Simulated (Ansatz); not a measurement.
Data:

Sc2C:
```
CELL_PARAMETERS angstrom
      3.25094     0.00000     0.00000
     -1.62547     2.81540     0.00000
      0.00000     0.00000     5.57061
ATOMIC_POSITIONS crystal
  Sc 0.66667 0.33333 0.71796
  Sc 0.33333 0.66667 0.28204
  C  0.00000 0.00000 0.50000
```

This is the LDA-relaxed structure. Cartesian axes are those of the cell as given.

### Question
All from the program Ansatz at the LDA level (PAW), unless another level is named. Estimate the bulk modulus (Birch–Murnaghan fit).

### Answer
75.2 GPa.

### Question
Predict the elastic constants (relaxed ions, GPa).

### Answer
C11 = 196, C12 = 63.7, C13 = 18.7, C14 = 4.1, C33 = 137, C44 = -2.4.

### Question
Next, the highest zone-centre frequency?

### Answer
490 cm^-1.

Space group P-3m1. The workflow started from a Materials Project entry (that database holds measured and hypothetical structures alike); the Crystallography Open Database copy checked does not list it. Its standing as an ambient phase is unchecked. Symmetry was held in the LDA relaxation. At this level the phase is mechanically unstable. The run is not spin-polarised. As this level gives no gap, shear constants depend on the k-mesh and smearing (Fermi–Dirac, 0.1 eV here). As this level gives no gap, phonon frequencies hold no LO–TO term and depend on the k-mesh and smearing (Fermi–Dirac, 0.1 eV here). On the denser mesh and wider smearing of the elastic run this cell carries a stress of 0.3 GPa.

Potentials: the later of the program's two PAW sets.
